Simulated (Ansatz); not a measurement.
Given:

Ge$_{2}$Sb$_{2}$Te$_{5}$:
```
CELL_PARAMETERS angstrom
      2.12022     1.22411    17.52552
     -2.12022     1.22411    17.52552
      0.00000    -2.44822    17.52552
ATOMIC_POSITIONS crystal
  Te 0.00000 0.00000 0.00000
  Ge 0.69931 0.69931 0.69931
  Te 0.39780 0.39780 0.39780
  Sb 0.10298 0.10298 0.10298
  Te 0.80207 0.80207 0.80207
  Te 0.19793 0.19793 0.19793
  Sb 0.89702 0.89702 0.89702
  Te 0.60220 0.60220 0.60220
  Ge 0.30069 0.30069 0.30069
```

This is the r²SCAN+D4-relaxed structure. Cartesian axes are those of the cell as given.

All from r²SCAN+D4 in the plane-wave PAW code Ansatz, unless another level is named. Estimate the formation energy from the elements (no fitted shifts).

-0.080 eV/atom.

Give the electron effective mass, band 2 of 2 at the edge.

0.097 along x, 1.6 along z (mₑ).

Next, the valence-band maximum?

at Γ.

Give the weight of the conduction-edge state by species (Voronoi cells).

Ge 38 %, Te 34 %, Sb 27 %.

And the weight of the valence-edge state by species (Voronoi cells)?

Te 69 %, Sb 20 %, Ge 12 %.

Space group R-3m. The start of the workflow was typed in or built on a structure type; neither database checked (COD, Materials Project) lists it. It is not the phase usual at ambient conditions (space group No. 164). The r²SCAN+D4 relaxation kept the symmetry of its start; its stability against distortions is not shown here. The references are the lowest solids computed at this level, not always the standard phases. Spin–orbit coupling is left out wherever it is not named.

Potentials: the later of the program's two PAW sets.

Edges and masses are those of Kohn–Sham bands, whose gap is no quasiparticle gap.
